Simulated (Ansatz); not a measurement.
CdSiN2, ordered on the zincblende lattice (P-4m2) with 4 atoms a cell at its r2SCAN geometry, run in the plane-wave code Ansatz at 2 levels of theory. The cell comes from a prototype generator: it can be a known phase or a hypothetical one. Spin polarisation is off.

The r2SCAN input:
```yaml
crystal:
  lattice:
    - [3.0339884445, 0.0, 0.0]
    - [0.0, 3.0339884445, 0.0]
    - [0.0, 0.0, 5.1102333224]
  atoms:
    - { symbol: Cd, position: [0.0, 0.0, 0.0] }
    - { symbol: "N", position: [0.0, 0.5, 0.3197391382] }
    - { symbol: Si, position: [0.5, 0.5, 0.5] }
    - { symbol: "N", position: [0.5, 0.0, 0.6802608618] }
kpoints:
  mp_grid: { grid: [8, 8, 6] }
  band_path:
    path:
      - [0.0, 0.0, 0.0]
      - [0.0, 0.5, 0.0]
      - [0.5, 0.5, 0.0]
      - [0.0, 0.0, 0.5]
      - [0.0, 0.5, 0.5]
      - [0.5, 0.5, 0.5]
    npoints: 1
hamiltonian:
  xc: r2scan
scf:
  occupations: { method: fixed }
  n_extra_bands: 5
output:
  forces: true
  stress: true
  eigenvalues: true
  write_density: true
  write_potential: true
  elf: true
  volumetric_format: npy
```

Main results, then, where recorded, the levels near the gap in eV from the Fermi energy (columns number the bands from 0), one row a point of the path (Γ, X, M, Z, R, A):
```
Crystal: 4 atoms, lattice volume = 47.040 Å³
Symmetry: 8 space group operations
Space group: P-4m2 (ITA 115)
```
```
Basis set: ecut = 500 eV, 1211 PW (Γ)
k-points: 60 of 384 (time reversal used)
SCF 1 converged in 7 iterations: F = -9679.046739 eV  dr2 = 2.20e-8
Free energy (F): -9679.046739 eV
Fermi energy:    11.476791 eV
--- Forces (eV/Å), atoms counted from 1 ---
  atom   1  Cd      0.00000      0.00000      0.00000
  atom   2  N       0.00000      0.00000      0.00398
  atom   3  Si      0.00000      0.00000      0.00000
  atom   4  N       0.00000      0.00000    -0.00398
--- Stress (GPa, compression-positive) ---
        0.018223       0.000000       0.000000
        0.000000       0.018223       0.000000
        0.000000       0.000000      -0.045091
  P = ⅓ Tr σ = -0.0029 GPa (-0.029 kbar)
```
```tsv
band_12	band_13	band_14	band_15	band_16	band_17	band_18	band_19
-4.055	-4.055	-2.481	-0.028	-0.028	1.512	4.900	7.000
-5.019	-3.276	-3.269	-3.066	-0.103	4.598	5.773	6.015
-5.144	-3.858	-2.526	-2.526	-1.676	3.388	3.388	7.275
-3.945	-3.691	-3.691	-0.481	-0.481	4.045	4.635	4.776
-5.466	-3.297	-1.872	-1.382	0.000	3.661	4.489	6.843
-4.726	-4.302	-3.403	-3.403	-1.833	6.097	6.097	8.109
```

The r2SCAN gap is indirect, 1.51 eV (R to Γ), below the direct gap of 1.54 eV at Γ.

Q: Another run on the same cell gave
```
Basis set: ecut = 420 eV, 913 PW (Γ)
k-points: 30 of 144 (time reversal used)
SCF 1 stopped early in 3 iterations: F = -9659.680595 eV  dr2 = 9.06e-5
SCF 2 stopped early in 6 iterations: F = -9663.783109 eV  dr2 = 3.97e-6
hybrid outer 1: dexx = +1.211e-2 eV, tail = 3.45e-5 eV
SCF 3 converged in 4 iterations: F = -9663.783105 eV  dr2 = 3.28e-9
hybrid outer 2: dexx = +4.791e-7 eV, tail = 2.78e-8 eV, Δε = 2.70e-3 eV, ΔF = 1.42e-3 eV/Å
Free energy (F): -9663.783106 eV
Fermi energy:    10.835237 eV
--- Forces (eV/Å), atoms counted from 1 ---
  atom   1  Cd      0.00000      0.00000      0.00000
  atom   2  N       0.00000      0.00000    -0.10410
  atom   3  Si      0.00000      0.00000      0.00000
  atom   4  N       0.00000      0.00000      0.10410
--- Stress (GPa, compression-positive) ---
       -0.449322       0.000000       0.000000
        0.000000      -0.449322       0.000000
        0.000000       0.000000      -1.809833
  P = ⅓ Tr σ = -0.9028 GPa (-9.028 kbar)
```
```tsv
band_12	band_13	band_14	band_15	band_16	band_17	band_18	band_19
-4.157	-4.157	-2.462	-0.013	-0.013	2.394	5.717	7.918
-5.286	-3.358	-3.318	-3.152	-0.104	5.405	6.800	6.919
-5.293	-4.123	-2.586	-2.586	-1.769	4.089	4.089	8.300
-4.058	-3.784	-3.784	-0.492	-0.492	5.090	5.440	5.635
-5.830	-3.339	-1.885	-1.386	0.000	4.465	5.464	7.732
-4.908	-4.547	-3.485	-3.485	-1.938	6.910	6.910	9.017
```
Which level of theory and mesh gave it?

A: It is HSE06, judged by the exchange loop and the size of the gap (a near hybrid could fit too), on 6×6×4; the blocks that differ from the first input, but for the band path:
```yaml
kpoints:
  mp_grid: { grid: [6, 6, 4] }
hamiltonian:
  xc: hse06
```
With HSE06 the valence top lies at R and the conduction bottom at Γ, 2.39 eV higher; the smallest vertical gap, at Γ, is 2.41 eV. Least and direct gap differ so little that the kind isn't settled. The mean pressure at these positions is -0.9 GPa, compression counted positive. The stress of a hybrid is loosely converged here.

The hybrids run on coarser meshes, which limits their stresses and small splittings of levels.

Totals of different functionals can't be compared.

The runs are scalar-relativistic, without spin-orbit coupling.

The meshes of the hybrids are coarse, so their gaps aren't converged to the digits shown.
